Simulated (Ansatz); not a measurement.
**What DFT gives for CsCrI3**

```
CELL_PARAMETERS angstrom
4.05735 7.02753 0.00000
-4.05735 7.02753 0.00000
0.00000 0.00000 6.95759
ATOMIC_POSITIONS crystal
I 0.16140 0.67720 0.27150
I 0.32280 0.83860 0.77150
I 0.16140 0.16140 0.27150
I 0.83860 0.32280 0.77150
I 0.67720 0.16140 0.27150
I 0.83860 0.83860 0.77150
Cr 0.00000 0.00000 0.99540
Cr 0.00000 0.00000 0.49540
Cs 0.33330 0.33340 0.75000
Cs 0.66660 0.66670 0.25000
```

Method: r2SCAN, no spin polarisation; PAW, plane waves to 500 eV, 5×5×5 Γ-centred mesh, fermi-dirac occupations (width 0.1 eV) (Ansatz 0.2.0), atoms fixed.

**Stress.** The pressure is -2.0 GPa (compression positive), so with the atoms held at these fractions the cell would first shrink. The principal stresses -3.2, -1.4, -1.4 GPa differ, so its shape would change too.
**Contacts.** I–Cr at 2.75 Å: least valence density 0.27 e/Å³ and ELF 0.10 there. Cs–I at 4.06 Å: least valence density 0.04 e/Å³ and ELF 0.03 there. These are pseudo-fields; inside the PAW spheres they differ from the all-electron ones.
**Charges.** Bader charges in e: Cs +0.85, Cr +1.01, I -0.62. In the mean Cr gives up most and I takes most.
**Formation energy.** -0.54 eV an atom against the elements' usual phases (free molecules for gases, crystals otherwise, with no correction for O₂ or N₂), so it is bound against them; other compounds may still compete. Relaxing would lower it.
**Forces.** The largest is on I2 (and as large on other atoms): 0.62 eV/Å, components (-0.51, -0.30, -0.19). It makes 52° with the line to a nearest neighbour, Cr7 at 2.75 Å.
**At the Fermi level.** It is a metal, with about 18 states/eV a cell as the mean within 0.25 eV of the Fermi level, mostly Cr d (90 %).

Origin: a known structure type with other elements, at an estimated volume, so it need not be a known compound. Caveats: no spin polarisation, so a magnetic state may lie lower.
